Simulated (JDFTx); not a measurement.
- surface = MgS(100), Mg/S outermost, slab composition Mg4S4
- bulk = MgS, Fm-3m, lattice of mp-1315 (not re-optimised)
- slab = 8 atoms in 4 planes, 1x1, 7.8 Å between the outermost planes
- in-plane cell = 3.683 × 3.683 Å, 13.57 Å²
- cell height = 23.8 Å
- sampling = 6×6×1 k mesh, Fermi smearing 0.003 Ha, no spin polarisation

Whether this polymorph is the ambient one wasn't checked.

Computed with a modified build of JDFTx: PBE, GBRV ultrasoft potentials, plane waves to 20/100 Ha. Vacuum. The outer atoms relax from bulk positions, keeping the cell's symmetry; the lattice is not PBE's own optimum in this code, and that strain can shift the moves by a few hundredths of an ångström. Input:

```
lattice \
  6.9601973103 0.0000000000 0.0000000000 \
  0.0000000000 6.9601973103 0.0000000000 \
  0.0000000000 0.0000000000 44.9754817661
coords-type Lattice
ion Mg 0.5000000000 0.5000000000 -0.1641428570 1
ion Mg 0.0000000000 0.0000000000 -0.0547142860 0
ion Mg 0.5000000000 0.5000000000 0.0547142860 0
ion Mg 0.0000000000 0.0000000000 0.1641428570 1
ion S 0.0000000000 0.0000000000 -0.1641428570 1
ion S 0.5000000000 0.5000000000 -0.0547142860 0
ion S 0.0000000000 0.0000000000 0.0547142860 0
ion S 0.5000000000 0.5000000000 0.1641428570 1
ion-species pseudo/mg_pbe_v1.4.upf
ion-species pseudo/s_pbe_v1.4.upf
elec-cutoff 20 100
elec-ex-corr gga-PBE
coulomb-interaction Slab 001
coulomb-truncation-embed 0 0 0
kpoint-folding 6 6 1
elec-smearing Fermi 0.003
lcao-params 10
elec-n-bands 39
converge-empty-states yes
electronic-scf nIterations 100 energyDiffThreshold 1e-07
ionic-minimize nIterations 10 energyDiffThreshold 1e-5 knormThreshold 4e-4
dump-name vac.$VAR
dump End State Ecomponents EigStats BandEigs Forces ElecDensity IonicPositions Fillings Kpoints Dtot
```

### Question
How far do the free atoms of the upper face move along the normal, and how much energy is released?

### Answer
S (atom 8) 0.07 Å, Mg (atom 4) -0.10 Å (positive: outward). The free energy falls by 0.104 eV per cell, 62 mJ/m².
